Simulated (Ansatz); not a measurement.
# Lattice vibrations of BiSb4 at Γ

Theory: DFT PBE, scalar-relativistic, plane waves, PAW in Ansatz 0.2.0. Plane waves to 420 eV; Γ-centred k mesh 12×12×12; Gaussian smearing of 0.10 eV. No spin polarisation. Phonons by linear response, acoustic sum rule imposed.

The cell, relaxed at this level:
```yaml
crystal:
  lattice:
    - [2.21985, 1.28163, 9.10726]
    - [-2.21985, 1.28163, 9.10726]
    - [0.00000, -2.56326, 9.10726]
  atoms:
    - { symbol: Sb, position: [0.40299, 0.40299, 0.40299] }
    - { symbol: Sb, position: [0.80070, 0.80070, 0.80070] }
    - { symbol: Sb, position: [0.19930, 0.19930, 0.19930] }
    - { symbol: Sb, position: [0.59701, 0.59701, 0.59701] }
    - { symbol: Bi, position: [0.00000, 0.00000, 0.00000] }
```

It was reached by relaxing an invented guess, and it needn't be the stable form of this composition. In a metal, frequencies depend on the k mesh and the smearing, soft modes most. Spin–orbit coupling is left out, which matters for heavy elements.

Optical modes at Γ:
```
frequency (cm⁻¹)  degeneracy
              72           2
              85           2
              87           1
              97           2
             100           2
             102           1
             114           1
             120           1
```

All 12 optical modes at Γ are real: no displacement of atoms at fixed cell lowers the energy to second order. Strains and modes at other wave vectors aren't tested by this run.
